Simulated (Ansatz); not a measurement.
# A plane-wave run on RhWBr

input.yaml (Ansatz 0.2.0)

```yaml
crystal:
  lattice:
    - [4.141323, 0.0, 0.0]
    - [0.0, 4.141323, 0.0]
    - [0.0, 0.0, 6.835756]
  atoms:
    - { symbol: Rh, position: [0.25, 0.25, 0.1911] }
    - { symbol: Rh, position: [0.75, 0.75, 0.8089] }
    - { symbol: Br, position: [0.25, 0.25, 0.6497] }
    - { symbol: Br, position: [0.75, 0.75, 0.3503] }
    - { symbol: W, position: [0.75, 0.25, 0.0] }
    - { symbol: W, position: [0.25, 0.75, 0.0] }
  symmetry: { tolerance: 0.0003 }
kpoints:
  mp_grid: { grid: [8, 8, 5], shift: [0, 0, 0] }
  band_path:
    path:
      - [0.0, 0.0, 0.0]
      - [0.0, 0.5, 0.0]
      - [0.5, 0.5, 0.0]
      - [0.0, 0.0, 0.0]
      - [0.0, 0.0, 0.5]
      - [0.0, 0.5, 0.5]
      - [0.5, 0.5, 0.5]
      - [0.0, 0.0, 0.5]
      - [0.0, 0.5, 0.0]
      - [0.0, 0.5, 0.5]
      - [0.5, 0.5, 0.0]
    npoints: 6
magnetization:
  spin_polarized: false
scf:
  occupations: { method: fermi_dirac }
  lower_state_search: "off"
  max_iter: 200
hamiltonian:
  pseudopotentials: { kind: paw }
  xc: r2scan
basis:
  ecutwfc: 500
  fft_grid_basis: typed
output:
  forces: true
  stress: true
  eigenvalues: true
  bader: true
  populations: true
  elf: true
  write_potential: true
  volumetric_format: npy
  dos:
    e_range: [-12, 8]
    de: 0.05
    projected: { site_lists: { Br: [Br], Rh: [Rh], W: [W] } }
checkpoint:
  read: saved_state
```

The saved state is an earlier solution for the same cell, perhaps on another mesh. 

Output (shortened):

```
Pseudopotentials: kind: paw
Pseudopotential: Rh, paw, valence charge 17, recommended cutoff 500 eV (meta_gga), Rh.paw.azcp
Pseudopotential: Br, paw, valence charge 7, recommended cutoff 500 eV (meta_gga), Br.paw.azcp
Pseudopotential: W, paw, valence charge 14, recommended cutoff 500 eV (meta_gga), W.paw.azcp
Functional definition: r2SCAN
  exchange = r2scan_x(k0 = k0, k1 = k1, a1 = a1)
  correlation = r2scan_c
Crystal: 6 atoms, lattice volume = 117.237 Å³
Basis set: ecut = 500 eV, 2985 PW (Γ), exchange–correlation on 128×128×200 points (64 copies of the dense FFT grid, shifted against one another)
Bands: 46, of which v1, the nominal top of the filled ones, is band 38 counted from 1 (37 counted from 0)
Symmetry: 16 space group operations
Space group: P4/nmm (ITA 129), of the structure as read, at distance tolerance 1.5e-3 Å
k-points: 45 of 320
Initial density: read from a saved state, or passed on in memory by an earlier SCF of this step, an earlier step, the calling program or the single point that the run made first
Functional: x = r2scan, c = r2scan; τ floored in thin density (d = 2e-4 eV/Å³)
SCF iter   1: F=-39207.2153 eV  Δρ=3.26e-3  dr2=8.73e-3  dr2_τ=4.42e-3
SCF iter   2: F=-39207.2218 eV  Δρ=9.08e-4  dr2=6.38e-4  dr2_τ=1.94e-4
SCF iter   3: F=-39207.2216 eV  Δρ=4.98e-4  dr2=6.28e-4  dr2_τ=2.08e-5
SCF iter   4: F=-39207.2221 eV  Δρ=1.81e-4  dr2=4.34e-5  dr2_τ=2.47e-6
SCF iter   5: F=-39207.2221 eV  Δρ=6.29e-5  dr2=5.83e-6  dr2_τ=4.05e-7
SCF iter   6: F=-39207.2221 eV  Δρ=1.59e-5  dr2=2.81e-7  dr2_τ=2.39e-8
SCF iter   7: F=-39207.2221 eV  Δρ=7.37e-6  dr2=7.37e-8  dr2_τ=4.37e-9
Free energy (F): -39207.2221 eV
Harris-Foulkes:  -39207.2221 eV  (|F-HF|=2.26e-8)
Internal energy: -39206.9529 eV  (E = F + TS)
E sigma→0 (E₀):  -39207.0875 eV
Entropy (-TS):   -0.2692 eV (-44.870 meV/atom)
Fermi energy:    14.4581 eV
--- Forces (eV/Å), atoms counted from 1 ---
  atom   1  Rh     0.0000     0.0000     3.2612
  atom   2  Rh     0.0000     0.0000    -3.2612
  atom   3  Br     0.0000     0.0000    -0.0390
  atom   4  Br     0.0000     0.0000     0.0390
  atom   5  W      0.0000     0.0000     0.0000
  atom   6  W      0.0000     0.0000     0.0000
--- Stress (GPa, compression-positive) ---
       10.2686       0.0000       0.0000
        0.0000      10.2686       0.0000
        0.0000       0.0000      13.4881
  P = ⅓ Tr σ = 11.3418 GPa (113.418 kbar)
--- Löwdin populations: 6 sites ---
  site symbol       q [e]
     0     Rh     16.8795
     1     Rh     16.8795
     2     Br      7.2915
     3     Br      7.2915
     4      W     13.6126
     5      W     13.6126
  spilling = 0.0057 (of n_electrons = 76.0000)
```

Total energies depend on the potentials used, so only differences within one code and one set of settings carry meaning.

Origin: a known structure type with other elements, at an estimated volume, so it need not be a known compound. Caveats: many states at the Fermi level without spin polarisation, so a magnetic state may lie lower; atoms or cell far from equilibrium.
